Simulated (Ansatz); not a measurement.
Te2Pt:
```cif
data_PtTe2
_chemical_formula_sum 'Te2 Pt1'
_space_group_name_H-M_alt 'P 1'
_space_group_IT_number 1
_cell_length_a 4.01982
_cell_length_b 4.01982
_cell_length_c 5.09087
_cell_angle_alpha 90.000
_cell_angle_beta 90.000
_cell_angle_gamma 120.000
loop_
_space_group_symop_operation_xyz
  'x, y, z'
loop_
_atom_site_label
_atom_site_type_symbol
_atom_site_fract_x
_atom_site_fract_y
_atom_site_fract_z
_atom_site_occupancy
Te1 Te 0.66667 0.33333 0.73674 1
Te2 Te 0.33333 0.66667 0.26326 1
Pt1 Pt 0.00000 0.00000 0.00000 1
```

This is the LDA-relaxed structure.

Problem. All from LDA in the plane-wave PAW code Ansatz, unless another level is named. Give the bulk modulus (Birch–Murnaghan fit).

Solution. 62.7 GPa.

Problem. Next, the highest zone-centre frequency?

Solution. 173 cm⁻¹.

Space group P-3m1. Symmetry was held in the LDA relaxation. No spin polarisation was allowed. A crystal of weakly bound layers computed without a dispersion correction: the cell and the soft elastic constants depend strongly on that. As this level gives no gap, phonon frequencies hold no LO–TO term and depend on the k-mesh and smearing (Fermi–Dirac, 0.1 eV here). Spin–orbit coupling is left out wherever it is not named.

Potentials: the earlier of the program's two PAW sets. The files were generated under PBE; for other functionals the program regenerates the frozen cores, and for LDA and PBEsol the local potential too.
